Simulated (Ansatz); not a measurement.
Ge:
Space group I4/mmm (No. 139); a = b = 6.9472 Å, c = 4.0104 Å, α = β = γ = 90.00°

```csv
atom,site,symmetry,x,y,z
Ge,8h,m.2m,0.1787,0.1787,0.0000
```
(The calculation used a cell of 4 atoms; values per cell refer to that cell.)

Relaxed at zero pressure with r²SCAN (plane waves, PAW; program Ansatz).

Question: The volume is raised by 6 % and shape and atoms relax at that volume. What pressure results, and how do the axes share the change?

Answer: -3.3 GPa; a 2.1 %, b 2.1 %, c 1.8 %; the energy rises by 16 meV/atom.

Question: Give the new structure.

Answer: 
Space group I4/mmm (No. 139); a = b = 7.0904 Å, c = 4.0811 Å, α = β = γ = 90.00°

| atom | site | symmetry | x | y | z |
|---|---|---|---|---|---|
| Ge | 8h | m.2m | 0.1783 | 0.1783 | 0.0000 |

The phase is kept; no other phase was compared at this pressure.

The start of the workflow was typed in or built on a structure type; neither database checked (COD, Materials Project) lists it. It is not the phase usual at ambient conditions (space group No. 227). The cell was relaxed with r²SCAN under the symmetry of its start; whether a distortion lowers the energy is not shown. The volume moved by 28 % from the start of the relaxation.

Potentials: the later of the program's two PAW sets.
